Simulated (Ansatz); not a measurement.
# PdRh (R-3m): total moment held at 1.34 μB

Computed with DFT, r2SCAN, all-electron PAW with datasets made for the crystal, scalar-relativistic in Ansatz 0.2.0.

Command: `ansatz run input.yaml --threads 1 --pin off --max-ram 3072MiB --backend cpu --events-out ev --progress --plain --runs-dir out`

```yaml
crystal:
  lattice:
    - [1.3792149729, 0.7962901359, 4.4952460509]
    - [-1.3792149729, 0.7962901359, 4.4952460509]
    - [0.0, -1.5925802718, 4.4952460509]
  atoms:
    - { symbol: Pd, position: [0.0, 0.0, 0.0], spin: 0.445 }
    - { symbol: Rh, position: [0.5, 0.5, 0.5], spin: 0.895 }
magnetization:
  spin_polarized: true
  initial_magnetization: 1.34
  spin_locking: { lock_magnetization: hard }
kpoints:
  mp_grid: { grid: [12, 12, 12] }
scf:
  occupations: { method: fermi_dirac, width: 0.05 }
  lower_state_search: "off"
hamiltonian:
  xc: r2scan
  pseudopotentials: { kind: all_electron, datasets: crystal }
output:
  forces: true
  stress: true
  eigenvalues: false
```

The program prints:

```
Warning: This run holds its total moment fixed (magnetization.spin_locking.lock_magnetization: hard) and mixes its density by anderson or broyden (scf.mixing.algorithm, typed or taken by auto). Slabs with a fixed moment have converged under broyden above another state at the same moment, at the default mixing steps and at smaller ones, and under scf.lower_state_search: standard, light or off a sta …
settings of this run that can trade accuracy for cost: output.eigenvalues: false. Do not mix this run's numbers with those of runs without the same settings; the input reference describes each key
basis.fft_grid_basis auto: the FFT boxes are laid along the combinations [[1, 0, -1], [0, 1, -1], [0, 0, 1]] of the cell's own vectors, 2.758, 2.758 and 4.769 Å long. The dense box has 20×20×36 points. Along the cell's own vectors, as sized, it would have 36×36×36, 3.24 times as many. Of the 12 symmetry operations that the crystal satisfies within crystal.symmetry.tolerance (time reversal apart; o …
hamiltonian.pseudopotentials.datasets: crystal makes datasets for this crystal and solves the spheres of its atoms anew in each pass: cutoff 260.0 eV, the density's 1820.0 eV; for an error of 0.50 meV an atom under PBE, 1.0 meV for the cell; an energy difference from a run of another recipe may be off by several times the error for the cell, under r2SCAN by more, where some 0.1 meV an atom stays a …
Engine: ansatz 0.2.0
Pseudopotentials: kind: all_electron
Pseudopotential: Pd, paw, valence charge 18, recommended cutoff 260 eV (normal), crystal/all_electron/r2scan/scalar/gaussian/Pd, Koelling and Harmon's equation, gaussian nucleus
Pseudopotential: Rh, paw, valence charge 17, recommended cutoff 260 eV (normal), crystal/all_electron/r2scan/scalar/gaussian/Rh, Koelling and Harmon's equation, gaussian nucleus
Functional definition: r2SCAN
  parameter k0 = 0.174
  parameter k1 = 0.065
  parameter a1 = 4.9479
  exchange = r2scan_x(k0 = k0, k1 = k1, a1 = a1)
  correlation = r2scan_c
Crystal: 2 atoms, lattice volume = 29.622 Å³
Basis set: ecut = 260 eV, 275 PW (Γ), FFT grids on a1−a3, a2−a3, a3, exchange–correlation on 60×60×108 points (27 copies of the dense FFT grid, shifted against one another)
Bands: 23, of which v1, the nominal top of the filled ones, is band 18 counted from 1 (17 counted from 0)
Symmetry: 12 space group operations
Space group: R-3m (ITA 166), of the structure as read, at distance tolerance 3.1e-5 Å
Magnetic group: BNS 166.97 (UNI 1327), of the structure as read, at distance tolerance 3.1e-5 Å
k-points: 189 of 1728
Non-local potential: Pd, projectors of the file, l = 0: 2, l = 1: 2, l = 2: 2
Non-local potential: Rh, projectors of the file, l = 0: 3, l = 1: 2, l = 2: 2
PAW form: soft (Blöchl's): semilocal exchange-correlation on the pseudo side does not see the compensation charge
PAW one-centre angular grid: Pd, 590 points (default); XC on its mesh's 1877 points in the sphere
PAW one-centre angular grid: Rh, 590 points (default); XC on its mesh's 1879 points in the sphere
Initial density: superposition of atomic densities (chi_scale 0.1, normalization cell)
Starting moments: Σ|m| = 1.34 μB on 2 of 2 sites
Initial wavefunctions: pseudopotential atomic-orbital guess
Functional: x = r2scan, c = r2scan; τ floored in thin density (d = 2e-4 eV/Å³)
iter 1 solved again at ethr=6.22e-3 eV; its pass at ethr=1.00e-1 eV (dr2=2.18e0 eV) is discarded
SCF iter   1: F=—  HF=-267532.366227 eV  |F-HF|=—  |Δ(HF+E_count)|=         —  Δρ=4.79e-2 (↑4.09e-2 ↓4.79e-2)  dr2=2.27e0  dr2_τ=2.39e-3  dr2_m=9.67e-3  M=1.340 μB ∫|m|=1.350 μB  β_m=1.20  ethr=6.22e-3  ⟨swp⟩=3.0  Hψ=43112  notcnv=0
preconditioner: auto → Kerker (q_TF=auto, 2.805 Å⁻¹)  [metal: Δε(μ)=0.002 eV  Ē_g=10.099 eV  σ=0.050 eV  W_gap=0.01  n_scr=16 (ndim 8)  ℏωp=29.7 eV  f_vac=0.000  D(μ)=2.90/eV (n_scr^D=36)]
[...]
SCF iter  16: F=—  HF=-267531.966880 eV  |F-HF|=—  |Δ(HF+E_count)|=   1.98e-6  Δρ=1.65e-5 (↑1.61e-5 ↓1.65e-5)  dr2=2.90e-7  dr2_τ=1.54e-10  dr2_m=5.81e-9  M=1.340 μB ∫|m|=1.461 μB  β_m=1.20  ethr=4.48e-9  ⟨swp⟩=3.0  Hψ=17323  notcnv=0  κ⁻¹=1.9e-6(r=8)
SCF iter  17: F=—  HF=-267531.966881 eV  |F-HF|=—  |Δ(HF+E_count)|=   5.12e-7  Δρ=9.86e-6 (↑7.62e-6 ↓9.86e-6)  dr2=6.42e-8  dr2_τ=6.37e-11  dr2_m=2.31e-9  M=1.340 μB ∫|m|=1.461 μB  β_m=1.20  ethr=8.28e-10  ⟨swp⟩=3.0  Hψ=19293  notcnv=0  κ⁻¹=8.8e-6(r=8)
SCF iter  18: F=-267531.966881 eV  HF=-267531.966881 eV  |F-HF|=3.17e-8  |Δ(HF+E_count)|=   7.81e-8  Δρ=5.11e-6 (↑4.96e-6 ↓5.11e-6)  dr2=1.48e-8  dr2_τ=3.02e-12  dr2_m=5.53e-10  M=1.340 μB ∫|m|=1.461 μB  ethr=1.83e-10  ⟨swp⟩=3.0  Hψ=18765  notcnv=0
SCF 1 converged in 18 iterations: F = -267531.966874 eV  dr2 = 1.48e-8
[...]
Spin contamination: 0.0780 ħ² per cell (⟨S²⟩ above its minimum at these occupations)
Per-site moments (μB) at R_I (Å): [(0.4457791235381089, 1.1362949641943976), (0.9421191453494638, 1.1362949641943976)]
Free energy (F): -267531.966874 eV
Harris-Foulkes:  -267531.966874 eV  (|F-HF|=3.17e-8)
Internal energy: -267531.944013 eV  (E = F + TS)
E sigma→0 (E₀):  -267531.955443 eV
Entropy (-TS):   -0.022861 eV (-11.431 meV/atom)
Past the cutoff: the bands carry plane waves up to 2.50 times it, of which those up to 1.5 times it add -0.001167 eV an atom, each by itself; the spheres take 0.001766 eV an atom off the energy for waves past 2.50 times it
Past the cutoffs: a stress includes 0.0098 GPa for waves and charges beyond them, in addition to the slope of what the spheres take
In the spheres:  the bands' charges fall short by 3.8e-6 e at most (sound up to 1e-3)
Fermi energy:    21.736680 (↑ 21.721479, ↓ 21.751880) eV
--- Per-component energies (eV) ---
  E_band       = -224.037276
  E_kinetic    = 358.345789
  E_local      = -2319.093470  (includes V_loc(G=0)·N_el)
  E_nonlocal   = 204.974806
  E_hartree    = 1299.511760
  E_xc         = -110.031948
  E_vxc        = -162.989408  (∫ρ·V_xc dr)
  E_paw        = -269999.807386  (= ΣΔE_a)
  E_vpaw       = -9138.829709  (= ΣTr[D̂ρ^β])
  E_vtau       = 12.251298  (kinetic-family band-sum trace: ∫τ·v_τ [+ j·A + Jᵃ·Aᵃ] dr)
  E_ewald      = -5188.122759
  E_smearing   = -0.022861  (= −TS)
  E_closure    = 8222.279195  (closes the sum)
  Σ components = -267531.966874   (vs F -267531.966874, Δ=0.00e0)
  The terms above E_closure are by the made datasets' own strengths, without shells solved beside the bands.
--- Forces (eV/Å), atoms counted from 1 ---
  atom   1  Pd     0.00000000     0.00000000    -0.00000000
  atom   2  Rh    -0.00000000    -0.00000000    -0.00000000
  max |Σ_I F_I| component: 1.01e-28 eV/Å
--- Stress (GPa, compression-positive) ---
       -6.167524       0.000000      -0.000000
        0.000000      -6.167524       0.000000
       -0.000000       0.000000      -2.856570
  P = ⅓ Tr σ = -5.0639 GPa (-50.639 kbar)
settings of this run that can trade accuracy for cost: output.eigenvalues: false. Do not mix this run's numbers with those of runs without the same settings; the input reference describes each key
```

Site moments (μB): Pd1 0.45, Rh2 0.94. Cell moment 1.34 μB.

The magnetic group in the log treats spin as a scalar label, without spin–orbit coupling.

The Ansatz runs typed with the search for lower states off end where their start leads. r²SCAN is known to give itinerant transition metals moments and polarisation energies that are too large. None of this fixes the real material's magnetic order: only patterns that fit the cell were computed, at zero temperature, with a functional that can overstate moments.

It took 100 s on 1 thread of Arm Neoverse V1, with other jobs on the host, peak memory 1.4 GiB.
